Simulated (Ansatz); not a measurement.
Ni3O4 in space group Fd-3m (No. 227; Ni on 16d, Ni on 8a, O on 32e), r²SCAN (plane waves, PAW; program Ansatz), all energies at zero smearing, with the estimated change up to a 700 eV cutoff added, with one set of potentials and settings (totals compare only within such a set). Cell of 14 atoms (6 Ni, 8 O): -39615.418 eV.

| element | reference phase | E (eV/atom) |
|---|---|---|
| Ni | Fm-3m, 1 atoms in the cell, spin-polarised | -5845.2921 |
| O | C2/m, 4 atoms in the cell, spin-polarised | -566.0346 |

Formation energy per atom, worked out: (-39615.418 − 6×(-5845.2921) − 8×(-566.0346))/14 = -1.099 eV/atom (-106 kJ per mol of atoms), at 0 K, without zero-point energy or fitted corrections.

The start of the workflow was typed in or built on a structure type; neither database checked (COD, Materials Project) lists it. Its standing as an ambient phase is unchecked. The r²SCAN relaxation kept the symmetry of its start, as lowered by the spin order; whether a distortion lowers the energy is not shown. The final state is antiferromagnetic, chosen from 3 collinear starts compared on coarse meshes (ties went to the first, and starts can fall back to one state), not a proven ground state. Other orbital occupations within this spin state were not tried. No Hubbard U is applied. The references are the lowest solids computed at this level, not always the standard phases (solids in place of the gases).

Potentials: the earlier of the program's two PAW sets. The files were generated under PBE; for other functionals the program regenerates the frozen cores, and for LDA and PBEsol the local potential too.
